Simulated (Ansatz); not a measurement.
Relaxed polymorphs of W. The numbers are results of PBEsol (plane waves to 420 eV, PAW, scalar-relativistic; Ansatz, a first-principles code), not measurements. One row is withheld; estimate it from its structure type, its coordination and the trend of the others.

```
structure                                coordination  E − E(first row) (eV/atom)  V (Å³/atom)
---------------------------  ------------------------  --------------------------  -----------
Im-3m, cI2, bcc (W type)                W 8 (cubic)+6                        0.00        15.69
Pm-3n, cP8                                          –                        0.09        15.94
R-3m, hR1                                           –                        0.42        16.10
Fm-3m, cF4, fcc (Cu type)        W 12 (cuboctahedral)                           ?            ?
P6₃/mmc, hP2, hcp (Mg type)  W 12 (anticuboctahedral)                        0.51        16.05
```

What belongs in the gaps?


- Fm-3m, cF4, fcc (Cu type), E − E(first row) (eV/atom): 0.49
- Fm-3m, cF4, fcc (Cu type), V (Å³/atom): 15.97

The withheld cell: Fm-3m (No. 225), cF4, fcc (Cu type); a = 3.998 Å, b = 3.998 Å, c = 3.998 Å, α = 90.00°, β = 90.00°, γ = 90.00°; W 4a (0.000, 0.000, 0.000). Coordination numbers (neighbours up to the widest gap in distance over summed covalent radii, below 1.35; n+m marks a second, longer set).

Each run could gain symmetry but not lose that of its start, so entries can be saddle points. From databases, or of a type measured for this composition: Im-3m, cI2, bcc (W type); Pm-3n, cP8; Fm-3m, cF4, fcc (Cu type); the others are generated cells (placed on structure types, drawn at random, substituted or restacked) that were not matched to a known phase here. Energies are at zero temperature and pressure, without zero-point motion. No spin polarisation in the result.
